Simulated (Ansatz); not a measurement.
# MoSi2 (MoSi2 type, space group I4/mmm): energy over volume and axial ratio

MoSi₂ (MoSi2 type, space group I4/mmm)

```
MoSi2
1.0
   -1.60086     1.60086     3.90929
    1.60086    -1.60086     3.90929
    1.60086     1.60086    -3.90929
Mo Si
1 2
Direct
  0.00000   0.00000   0.00000
  0.33530   0.33530   0.00000
  0.66470   0.66470   0.00000
```

Grid over V/V₀ and (c/a)/(c/a)₀, subscript 0 meaning the relaxed cell; the conventional c axis lies along z; no internal relaxation.

The numbers are results of r2SCAN (plane waves to 500 eV, PAW, scalar-relativistic; Ansatz, a quantum-chemistry and plane-wave program), not measurements. k mesh 14×14×14 (Γ-centred), Fermi-Dirac smearing 0.05 eV. E stands for the smeared free energy. Stress and pressure are positive under compression. As the atoms are clamped, bonds stretch with the cell, which overstates energies and stresses. With partly filled bands, the response to shear is sensitive to the k mesh, so small differences along c/a are uncertain. MoSi2 is run without spin polarisation. MoSi2 was relaxed with its symmetry unable to fall. ΔE is measured from the relaxed starting cell.

ΔE (meV/atom), with V/V₀ across and (c/a)/(c/a)₀ down:

| (c/a)/(c/a)₀ \ V/V₀ | 0.920 | 0.947 | 0.973 | 1.000 | 1.027 | 1.053 | 1.080 |
|---|---|---|---|---|---|---|---|
| 0.880 | 333 | 273 | 233 | 209 | 199 | 202 | 215 |
| 0.920 | 183 | 133 | 102 | 86 | 84 | 94 | 115 |
| 0.960 | 99 | 56 | 30 | 20 | 23 | 38 | 63 |
| 1.000 | 69 | 29 | 7 | 0 | 6 | 24 | 52 |
| 1.040 | 81 | 43 | 23 | 17 | 24 | 43 | 71 |
| 1.080 | 126 | 89 | 68 | 63 | 70 | 88 | 116 |
| 1.120 | 196 | 157 | 136 | 129 | 135 | 152 | 179 |

σzz − σxx (GPa), with V/V₀ across and (c/a)/(c/a)₀ down:

| (c/a)/(c/a)₀ \ V/V₀ | 0.920 | 0.947 | 0.973 | 1.000 | 1.027 | 1.053 | 1.080 |
|---|---|---|---|---|---|---|---|
| 0.880 | 79.2 | 72.4 | 66.3 | 60.6 | 55.5 | 50.9 | 46.6 |
| 0.920 | 51.8 | 46.9 | 42.4 | 38.4 | 34.8 | 31.5 | 28.5 |
| 0.960 | 25.9 | 22.9 | 20.2 | 17.8 | 15.7 | 13.8 | 12.1 |
| 1.000 | 3.6 | 2.2 | 1.0 | 0.0 | -0.9 | -1.6 | -2.2 |
| 1.040 | -15.4 | -15.4 | -15.4 | -15.2 | -15.1 | -14.8 | -14.5 |
| 1.080 | -31.0 | -30.0 | -28.9 | -27.9 | -26.8 | -25.7 | -24.6 |
| 1.120 | -43.6 | -41.7 | -39.8 | -38.0 | -36.2 | -34.5 | -32.8 |

Key numbers:

| Property | Result |
|---|---|
| Modulus against c/a change at fixed volume, (3/4V)·∂²E/∂(ln c/a)² (fit, atoms clamped) | 210 GPa, an upper bound as the atoms could relax |
| Lowest place on the grid | V/V₀ = 1.000, (c/a)/(c/a)₀ = 1.000 (0 meV/atom) |
| Highest place on the grid | V/V₀ = 0.920, (c/a)/(c/a)₀ = 0.880 (333 meV/atom) |

(A scan under strain: stresses follow from slopes of the energy per volume, elastic moduli from its curvatures.)
